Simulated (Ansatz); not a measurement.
Ru (hcp, Mg type)

```
CELL_PARAMETERS angstrom
      2.70456     0.00000     0.00000
     -1.35228     2.34222     0.00000
      0.00000     0.00000     4.26009
ATOMIC_POSITIONS crystal
  Ru 0.33333 0.66667 0.75000
  Ru 0.66667 0.33333 0.25000
```

The slice is a (1 -1 0 0) plane (indices of the conventional cell) through the point (0.667, 0.333, 0.250) (fractional), spanned by u = [110] and v = [001] in vectors of this cell: u (2.70 Å) and v (4.26 Å, at 90° to u). It covers one period; positions are fractions (u, v).

All values below come from r2SCAN (plane waves to 500 eV, PAW, scalar-relativistic; Ansatz, a quantum-chemistry and plane-wave program). k mesh 20×20×11. Inside the PAW spheres the values are not all-electron values, and peaks at nuclei hang on which shells count as valence. Ru is run without spin polarisation. Ru was relaxed with its symmetry unable to fall.

What is the valence density on the shortest Ru–Ru line in this plane (2.70 Å), at its midpoint?

0.38 e/Å³.

What is the ELF at the midpoint of the shortest Ru–Ru line in this plane (2.70 Å)?

0.31.

Predict the map of the electrostatic potential energy of an electron, from the cell's mean on the slice.


```
|xxxxxxxx15651xxxxxxx|
|xxxxxxxx26762xxxxxxx|
|xxxxxxx0477740xxxxxx|
|xxxxxxx2578752xxxxxx|
|xxxxxx047898740xxxxx|
|xxxxx03689998630xxxx|
|xxx013678999876310xx|
|11235677888887765321|
|55667777666667777665|
|88887765433345677888|
|99987642000002467899|
|99986420xxxxx0246899|
|9987520xxxxxxx025789|
|998641xxxxxxxxx14689|
|998630xxxxxxxxx03689|
|998630xxxxxxxxx03689|
|998630xxxxxxxxx03689|
|998641xxxxxxxxx14689|
|9987520xxxxxxx025789|
|99986420xxxxx0246899|
|99987642000002467899|
|88887765433345677888|
|55667777666667777665|
|11235677888887765321|
|xxx013678999876310xx|
|xxxxx03689998630xxxx|
|xxxxxx047898740xxxxx|
|xxxxxxx2578752xxxxxx|
|xxxxxxx0477740xxxxxx|
|xxxxxxxx26762xxxxxxx|
|xxxxxxxx15651xxxxxxx|
|xxxxxxxx15651xxxxxxx|
```
Scale: ten equal steps from 7.00 (start of '0') to 15.53 (end of '9'), in the order '0123456789'. Values: electrostatic potential energy of an electron, from the cell's mean, in eV. The map has 20 points along u (one character each, u = 0 at the left) and 32 along v (v = 0 in the bottom row). Points within 1 Å of a nucleus are blanked (x), as the pseudised field means little there. Values under 7 eV are set to 7. The zero, the cell's mean, hangs on the PAW cores.
